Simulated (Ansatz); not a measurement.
Input, command and steps of an Ansatz relaxation.

```yaml
crystal:
  lattice:
    - [0.0, 2.2458670416, 2.2458670416]
    - [2.2458670416, 0.0, 2.2458670416]
    - [2.2458670416, 2.2458670416, 0.0]
  atoms:
    - { symbol: Be, position: [0.0, 0.0, 0.0] }
    - { symbol: Mo, position: [0.5, 0.5, 0.5] }
basis:
  ecutwfc: 420
kpoints:
  mp_grid: { grid: [6, 6, 6] }
hamiltonian:
  xc: pbe
scf:
  occupations: { method: gaussian, width: 0.1 }
  lower_state_search: "off"
output:
  forces: true
  stress: true
  eigenvalues: true
relax:
  adjacent_minimum: "off"
  f_tol: 0.04
  max_steps: 70
  cell: { stress_tol: 0.4 }
```

```bash
ansatz run input.yaml --threads 1 --pin off --max-ram 2560MiB --backend cpu --events-out ev --progress --plain --runs-dir out
```

These are results of DFT PBE, scalar-relativistic, plane waves, PAW (Ansatz 0.2.0), not measurements.

Of 4 frames 4 are shown, positions in Å and forces in eV/Å; the SCF threshold varies from step to step. Steps run on the plane waves of an earlier cell, with a Pulay correction in the pressure. The basis is chosen afresh for the last frame, the zero of the energies, and at times for earlier ones too; energy and pressure step there, also at an unchanged geometry.

```xyz
2
Lattice="0.0000 2.2459 2.2459 2.2459 0.0000 2.2459 2.2459 2.2459 0.0000" Properties=species:S:1:pos:R:3:forces:R:3 pbc="T T T" step=1 free_energy_over_end_meV_per_atom=46.07 pressure_GPa=16.97
Be    0.0000    0.0000    0.0000    0.0000    0.0000    0.0000
Mo    2.2459    2.2459    2.2459    0.0000    0.0000    0.0000
2
Lattice="0.0000 2.3110 2.3110 2.3110 0.0000 2.3110 2.3110 2.3110 0.0000" Properties=species:S:1:pos:R:3:forces:R:3 pbc="T T T" step=2 free_energy_over_end_meV_per_atom=0.57 pressure_GPa=-1.22
Be    0.0000    0.0000    0.0000    0.0000    0.0000    0.0000
Mo    2.3110    2.3110    2.3110    0.0000    0.0000    0.0000
2
Lattice="0.0000 2.3064 2.3064 2.3064 0.0000 2.3064 2.3064 2.3064 0.0000" Properties=species:S:1:pos:R:3:forces:R:3 pbc="T T T" step=3 free_energy_over_end_meV_per_atom=0.24 pressure_GPa=-0.14
Be    0.0000    0.0000    0.0000    0.0000    0.0000    0.0000
Mo    2.3064    2.3064    2.3064    0.0000    0.0000    0.0000
2
Lattice="0.0000 2.3064 2.3064 2.3064 0.0000 2.3064 2.3064 2.3064 0.0000" Properties=species:S:1:pos:R:3:forces:R:3 pbc="T T T" step=4 free_energy_over_end_meV_per_atom=0.00 pressure_GPa=-0.14
Be    0.0000    0.0000    0.0000    0.0000    0.0000    0.0000
Mo    2.3064    2.3064    2.3064    0.0000    0.0000    0.0000
```

The start puts this composition into another compound's structure type, which needn't suit it. At the end the space group is Fm-3m (tolerance 0.05 Å).

Time: 3.5 s on 1 thread of Arm Neoverse N1 (shared host), peak memory 0.27 GiB.

The k mesh is coarse.